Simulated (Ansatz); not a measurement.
This run works on a generated trial structure, not on a known crystal.

Input and command of a plane-wave DFT calculation in Ansatz:

```yaml
crystal:
  lattice:
    - [0.0, 5.0619718361, 5.0619718361]
    - [5.0619718361, 0.0, 5.0619718361]
    - [5.0619718361, 5.0619718361, 0.0]
  atoms:
    - { symbol: Co, position: [0.5, 0.5, 0.5], spin: 0.18 }
    - { symbol: Ru, position: [0.0, 0.0, 0.0], spin: 0.47 }
    - { symbol: C, position: [0.7998616285, 0.2001383715, 0.2001383715] }
    - { symbol: C, position: [0.2001383715, 0.7998616285, 0.2001383715] }
    - { symbol: C, position: [0.2001383715, 0.2001383715, 0.7998616285] }
    - { symbol: C, position: [0.2001383715, 0.7998616285, 0.7998616285] }
    - { symbol: C, position: [0.7998616285, 0.2001383715, 0.7998616285] }
    - { symbol: C, position: [0.7998616285, 0.7998616285, 0.2001383715] }
    - { symbol: "N", position: [0.6846883116, 0.3153116884, 0.3153116884] }
    - { symbol: "N", position: [0.3153116884, 0.6846883116, 0.3153116884] }
    - { symbol: "N", position: [0.3153116884, 0.3153116884, 0.6846883116] }
    - { symbol: "N", position: [0.3153116884, 0.6846883116, 0.6846883116] }
    - { symbol: "N", position: [0.6846883116, 0.3153116884, 0.6846883116] }
    - { symbol: "N", position: [0.6846883116, 0.6846883116, 0.3153116884] }
basis:
  ecutwfc: 420
kpoints:
  mp_grid: { grid: [6, 6, 6] }
hamiltonian:
  xc: pbe
scf:
  occupations: { method: gaussian, width: 0.1 }
output:
  forces: true
  stress: true
  eigenvalues: true
  populations: true
magnetization:
  spin_polarized: true
relax:
  adjacent_minimum: "off"
  f_tol: 0.01
  max_steps: 80
  cell: { stress_tol: 0.05 }
```

```bash
ansatz run input.yaml --threads 1 --pin off --max-ram 2560MiB --backend cpu --events-out ev --progress --plain --runs-dir out
```

Processor: Arm Neoverse N1, 1 thread, on a host shared with other jobs.

Problem. Estimate time, memory and problem size.

Solution. About 3.7 min, peak memory 0.79 GiB. It solves 58 bands at 16 k points (after reduction by symmetry) with about 5029 plane waves (on the last cell), in 33 SCF iterations over 3 ionic steps.
